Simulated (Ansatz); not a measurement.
Computed with DFT PBE, scalar-relativistic, plane waves, PAW (Ansatz). All cells share a 420 eV cutoff and Γ-centred k meshes spaced at most about 0.3 Å⁻¹ (about 0.25 or finer for metals, 2π included). No spin polarisation in the final relaxations.

These are static total energies at zero pressure. All come from trial cells, and lower structures may exist.

Problem. Which of these relaxed structures of SiGe₃Ru₂ is the lowest in energy?
A.

```cif
data_structure
_symmetry_space_group_name_H-M 'P6_3/mmc'
_symmetry_Int_Tables_number 194
_cell_length_a 6.0596
_cell_length_b 6.0596
_cell_length_c 6.9811
_cell_angle_alpha 90.000
_cell_angle_beta 90.000
_cell_angle_gamma 120.000
_cell_volume 222.00
loop_
_atom_site_label
_atom_site_type_symbol
_atom_site_symmetry_multiplicity
_atom_site_Wyckoff_symbol
_atom_site_fract_x
_atom_site_fract_y
_atom_site_fract_z
_atom_site_occupancy
Si1 Si 2 b 0.00000 0.00000 0.25000 1
Ge1 Ge 6 h 0.48027 0.51973 0.25000 1
Ru1 Ru 4 f 0.33333 0.66667 0.54009 1
```

B.

```cif
data_structure
_symmetry_space_group_name_H-M 'P-4m2'
_symmetry_Int_Tables_number 115
_cell_length_a 3.6111
_cell_length_b 3.6111
_cell_length_c 7.1760
_cell_angle_alpha 90.000
_cell_angle_beta 90.000
_cell_angle_gamma 90.000
_cell_volume 93.58
loop_
_atom_site_label
_atom_site_type_symbol
_atom_site_symmetry_multiplicity
_atom_site_Wyckoff_symbol
_atom_site_fract_x
_atom_site_fract_y
_atom_site_fract_z
_atom_site_occupancy
Si1 Si 1 a 0.00000 0.00000 0.00000 1
Ge1 Ge 1 b 0.50000 0.50000 0.00000 1
Ge2 Ge 2 g 0.00000 0.50000 0.38602 1
Ru1 Ru 2 g 0.00000 0.50000 0.76603 1
```

C.

```cif
data_structure
_symmetry_space_group_name_H-M 'P6/mmm'
_symmetry_Int_Tables_number 191
_cell_length_a 5.4787
_cell_length_b 5.4787
_cell_length_c 3.9517
_cell_angle_alpha 90.000
_cell_angle_beta 90.000
_cell_angle_gamma 120.000
_cell_volume 102.72
loop_
_atom_site_label
_atom_site_type_symbol
_atom_site_symmetry_multiplicity
_atom_site_Wyckoff_symbol
_atom_site_fract_x
_atom_site_fract_y
_atom_site_fract_z
_atom_site_occupancy
Si1 Si 1 a 0.00000 0.00000 0.00000 1
Ge1 Ge 3 g 0.50000 0.00000 0.50000 1
Ru1 Ru 2 c 0.33333 0.66667 0.00000 1
```

D.

```cif
data_structure
_symmetry_space_group_name_H-M 'P4/mmm'
_symmetry_Int_Tables_number 123
_cell_length_a 3.6293
_cell_length_b 3.6293
_cell_length_c 8.9769
_cell_angle_alpha 90.000
_cell_angle_beta 90.000
_cell_angle_gamma 90.000
_cell_volume 118.24
loop_
_atom_site_label
_atom_site_type_symbol
_atom_site_symmetry_multiplicity
_atom_site_Wyckoff_symbol
_atom_site_fract_x
_atom_site_fract_y
_atom_site_fract_z
_atom_site_occupancy
Si1 Si 1 a 0.00000 0.00000 0.00000 1
Ge1 Ge 2 h 0.50000 0.50000 0.70589 1
Ge2 Ge 1 c 0.50000 0.50000 0.00000 1
Ru1 Ru 2 e 0.00000 0.50000 0.50000 1
```

Solution. B. It has space group P-4m2 (No. 115); the next, C, with space group P6/mmm (No. 191), lies 0.51 eV/atom higher. Counting Ge or Si atoms around Ru (for each partner element, those within 1.25 times its shortest distance or 1.15 times the sum of covalent radii, where it is the nearest in units of that sum or under 1.3; a plus sign parts groups by distance over the sum of covalent radii), the lowest has Ru 9 and the next has Ru 6+3.

Cells relaxed within their symmetry can be saddle points. Some candidate types were left out of the draw beforehand, so a known form may be missing.
